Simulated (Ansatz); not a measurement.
# Os (P6_3/mmc), stationary points along a deformation path

These are results of DFT PBEsol, scalar-relativistic, plane waves, PAW in Ansatz, not measurements. Settings: plane waves to 420 eV, k-mesh 24×24×12 (Γ-centred), Gaussian smearing 0.15 eV. Spin–orbit coupling is left out, which can shift energies with elements as heavy as these. No spin polarisation. Energies are free energies at this smearing, counted from the undisturbed cell; pressure is positive in compression.

The starting cell (as given, not relaxed at this level; it stands at -2.8 GPa):

```
CELL_PARAMETERS angstrom
2.73410 0.00000 0.00000
-1.36705 2.36780 0.00000
0.00000 0.00000 4.31970
ATOMIC_POSITIONS crystal
Os 0.33333 0.66667 0.25000
Os 0.66667 0.33333 0.75000
```

At fixed volume and fractional coordinates, lengths along (0.000, 0.000, 1.000) are scaled against those across it; ρ is that ratio over its starting value. V = 13.982 Å³/atom. Δσ is the stress along the axis less the mean stress across it (compression positive).

```csv
ρ,ΔE (meV/atom),Δσ (GPa),space group
0.800,719.6,96.14,P6_3/mmc
0.850,406.9,79.22,P6_3/mmc
0.920,113.5,46.16,P6_3/mmc
0.960,27.0,23.24,P6_3/mmc
1.000,0.0,-0.68,P6_3/mmc
1.050,44.1,-30.55,P6_3/mmc
1.100,165.0,-58.65,P6_3/mmc
1.200,577.6,-98.74,P6_3/mmc
1.300,1089.0,-121.78,P6_3/mmc
```

Q: How does the stress give the slope of the energy, and where is the energy stationary?

A: Along the path d ln(length) is 2/3 d ln ρ on the axis and −1/3 d ln ρ across it, so dE/d ln ρ = −(2/3) V Δσ: the energy falls with ρ where Δσ is positive. Δσ vanishes or changes sign between ρ = 0.960 and 1.000, a minimum (near 1.00 by linear interpolation). Pairs of stationary points between two samples would go unseen, and could change a minimum read from distant neighbours into a maximum.

Q: Integrate that slope from ρ = 1 to 0.850 by the trapezoid rule.

A: With V/N in Å³ and 1 eV/Å³ = 160.2 GPa the slopes at ρ = 1.000, 0.960, 0.920, 0.850 are 40, -1352, -2686, -4609 meV/atom per unit of ln ρ. The steps add 26.8 + 85.9 + 288.6 = 401.4 meV/atom, against 406.9 from the energies; the trapezoid rule misses the curvature of the slope within each step.

In a metal these slopes depend on the k mesh and the smearing.

Cost: 9 runs of about 1.3 core-minutes in all, on Arm Neoverse V2 (shared hosts).